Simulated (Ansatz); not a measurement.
Relaxed-ion elastic tensor of IrO2 (rutile, P4_2/mnm) in GPa (Voigt order), PBEsol (plane waves, PAW; program Ansatz); density 11.81 g/cm³, 10.51 Å³ per atom.

```csv
,1,2,3,4,5,6
1,333,280,216,0.0,0.0,0.0
2,280,333,216,0.0,0.0,0.0
3,216,216,666,0.0,0.0,0.0
4,0.0,0.0,0.0,111,0.0,0.0
5,0.0,0.0,0.0,0.0,111,0.0
6,0.0,0.0,0.0,0.0,0.0,233
```

Task: Is the crystal mechanically stable?

Result: Yes: the smallest eigenvalue of C is 53.1 GPa.

Task: Work out the Voigt, Reuss and Hill averages.

Result: K_V = 306, K_R = 291, K_H = 298; G_V = 132, G_R = 76.0, G_H = 104 GPa.

Task: Give Young's modulus, Poisson's ratio, Pugh's ratio and the universal anisotropy index.

Result: E = 9KG/(3K + G) = 280 GPa; ν = 0.34; K/G = 2.87 (ductile by the Pugh limit of 1.75); A_U = 5G_V/G_R + K_V/K_R − 6 = 3.76.

Task: Estimate the sound speeds and the Debye temperature.

Result: v_l = √((K + 4G/3)/ρ) = 6090 m/s, v_t = √(G/ρ) = 2970 m/s, mean 3340 m/s; Θ = (h/k)(3n/4πV)^(1/3) v_m = 454 K.

Task: Solve the Christoffel equation for the three sound speeds along x, y, z.

Result: Eigenvalues of C_ijkl n_j n_l equal ρv². In km/s, slowest first: x 3.07, 4.44, 5.31; y 3.07, 4.44, 5.31; z 3.07, 3.07, 7.51.

Task: How much does each axis shrink under pressure?

Result: Linear compressibilities β_i = Σ_j S_ij (j = 1 to 3): x 1.4, y 1.4, z 0.58 per TPa.

Symmetry was held in the PBEsol relaxation. The run is not spin-polarised. As this level gives no gap, shear constants depend on the k-mesh and smearing (Fermi–Dirac, 0.1 eV here). Scalar-relativistic: spin–orbit coupling is off unless named, which matters more the heavier the elements.

Potentials: the earlier of the program's two PAW sets. The files were generated under PBE; for other functionals the program regenerates the frozen cores, and for LDA and PBEsol the local potential too.
